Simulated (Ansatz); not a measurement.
With DFT-PBEsol in the program Ansatz with PAW potentials, CoIrPt in the trigonal phase (P3m1; Co on 1a, Pt on 1b, Ir on 1c) relaxes to a = 2.680 Å, c = 6.445 Å. Co has 12 nearest neighbours from 2.53 Å (cuboctahedral); Pt has 12 nearest neighbours from 2.61 Å (cuboctahedral). Its formation energy from the elements is 0.034 eV/atom, with no fitted shifts.

Electronic character: metallic (no gap). The magnetic state found is ferromagnetic. The net moment is 0.63 μB per atom.

The start of the workflow was typed in or built on a structure type; neither database checked (COD, Materials Project) lists it. Its standing as an ambient phase is unchecked. The cell was relaxed with PBEsol under the symmetry of its start; whether a distortion lowers the energy is not shown. Spin order of the final state: ferromagnetic, the only order run, not a proven ground state. Axis ratios of metals converge slowly with the k-mesh, so a and c are less sure than the volume. The references are the lowest solids computed at this level, not always the standard phases. Scalar-relativistic: spin–orbit coupling is off unless named, which matters more the heavier the elements.

Potentials: the later of the program's two PAW sets.
